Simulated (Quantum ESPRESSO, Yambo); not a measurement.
NaI (rock salt, space group Fm-3m, No. 225): one geometry, one set of PBEsol (pw.x of Quantum ESPRESSO, ONCV potentials, with spin-orbit coupling) orbitals, self-energies from Yambo (4×4×4 Γ-centred k mesh, bands 3 to 180 and a 7 Ry block in the screening, 180 bands in G with the Bruneval-Gonze terminator, plasmon pole fitted at 27.2 eV).

```json
[
 {"level": "PBEsol (Quantum ESPRESSO)", "gap Γ → Γ (eV)": "3.25"},
 {"level": "exchange only (Hartree-Fock self-energy on PBEsol orbitals)", "gap Γ → Γ (eV)": "(withheld)"},
 {"level": "static COHSEX@PBEsol", "gap Γ → Γ (eV)": "(withheld)"},
 {"level": "G0W0@PBEsol, plasmon pole", "gap Γ → Γ (eV)": "5.25"}
]
```

Q: Some entries are withheld; supply them.

A: 
- exchange only (Hartree-Fock self-energy on PBEsol orbitals), gap Γ → Γ (eV): 9.93
- static COHSEX@PBEsol, gap Γ → Γ (eV): 6.33

Bare exchange has no screening and gives the widest gap; static COHSEX screens it but leaves out the frequency dependence, which G0W0 restores.

Nearest settings tried, and what they do to the gap: 64 bands in G: -11 meV; 3 Ry block (59 vectors against 169): -195 meV; 2×2×2 mesh: -125 meV. Not varied: bands in W. So the settings aren't converged at that level.

Geometry relaxed with PBEsol; primitive cell a = 4.5260 Å, b = 4.5260 Å, c = 4.5260 Å, α = 60.00°, β = 60.00°, γ = 60.00°.
